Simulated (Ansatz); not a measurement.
Theory: DFT PBE, scalar-relativistic, plane waves, PAW (Ansatz 0.2.0). Settings: cutoff 420 eV, Γ-centred meshes spaced at most about 0.3 Å⁻¹, and about 0.25 Å⁻¹ or finer for metals (2π included), Gaussian smearing. No spin polarisation in the final relaxations.

These are static total energies at zero pressure.

Two forms of La5O were relaxed alike.

A.

```
La O
1.0
     7.78691    0.00000    0.00000
    -3.89345    6.74366    0.00000
     0.00000    0.00000    3.50230
La O
5 1
Cartesian
  5.8203 0.0000 0.0000
  3.8935 2.2479 1.7511
  0.9833 1.7032 0.0000
  0.0000 4.4958 1.7511
  -2.9101 5.0405 0.0000
  0.0000 0.0000 1.7511
```

B.

```
La O
1.0
    -3.28407    3.28407    5.54588
     3.28407   -3.28407    5.54588
     3.28407    3.28407   -5.54588
La O
5 1
Direct
  0.75000 0.25000 0.50000
  0.25000 0.75000 0.50000
  0.31398 0.31398 0.00000
  0.68602 0.68602 0.00000
  0.00000 0.00000 0.00000
  0.50000 0.50000 0.00000
```

**Question.** Which is lower in energy, and by how much?

**Answer.** A is lower, by 240 meV/atom. A has space group P-62m (No. 189), 30.7 Å³/atom and no gap on its mesh; B has space group I4/mmm (No. 139), 39.9 Å³/atom and no gap. Counting La atoms around O (those within 1.25 times the shortest such distance or 1.15 times the sum of covalent radii, 1.27 where that leaves under three), A has O 6 and B has O 2. The denser one is the lower, and pressure would at first widen the difference. Both come from invented guesses.

A magnetic state wasn't ruled out in cells without spin, among them P-62m, I4/mmm. Cells relaxed within their symmetry can be saddle points.
